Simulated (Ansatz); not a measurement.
Relaxed-ion elastic tensor of AlV2C in space group P6_3/mmc (No. 194; Al on 2c, V on 4f, C on 2a) in GPa (Voigt order), PBEsol (plane waves, PAW; program Ansatz); density 5.01 g/cm³, 11.68 Å³ per atom.

```
 356  82.8   108   0.0   0.0   0.0
82.8   356   108   0.0   0.0   0.0
 108   108   340   0.0   0.0   0.0
 0.0   0.0   0.0   159   0.0   0.0
 0.0   0.0   0.0   0.0   159   0.0
 0.0   0.0   0.0   0.0   0.0   137
```

Problem. Is the crystal mechanically stable?

Solution. Yes: the smallest eigenvalue of C is 137 GPa.

Problem. Work out the Voigt, Reuss and Hill averages.

Solution. K_V = 184, K_R = 184, K_H = 184; G_V = 141, G_R = 139, G_H = 140 GPa.

Problem. Give Young's modulus, Poisson's ratio, Pugh's ratio and the universal anisotropy index.

Solution. E = 9KG/(3K + G) = 335 GPa; ν = 0.20; K/G = 1.31 (brittle by the Pugh limit of 1.75); A_U = 5G_V/G_R + K_V/K_R − 6 = 0.08.

Problem. Estimate the sound speeds and the Debye temperature.

Solution. v_l = √((K + 4G/3)/ρ) = 8600 m/s, v_t = √(G/ρ) = 5290 m/s, mean 5840 m/s; Θ = (h/k)(3n/4πV)^(1/3) v_m = 766 K.

Problem. Solve the Christoffel equation for the three sound speeds along x, y, z.

Solution. Eigenvalues of C_ijkl n_j n_l equal ρv². In km/s, slowest first: x 5.23, 5.63, 8.44; y 5.23, 5.63, 8.44; z 5.63, 5.63, 8.24.

Problem. How much does each axis shrink under pressure?

Solution. Linear compressibilities β_i = Σ_j S_ij (j = 1 to 3): x 1.8, y 1.8, z 1.8 per TPa.

Symmetry was held in the PBEsol relaxation; of distortions, only those at the zone centre were tested. The run is not spin-polarised. As this level gives no gap, shear constants depend on the k-mesh and smearing (Fermi–Dirac, 0.1 eV here).

Potentials: the later of the program's two PAW sets.
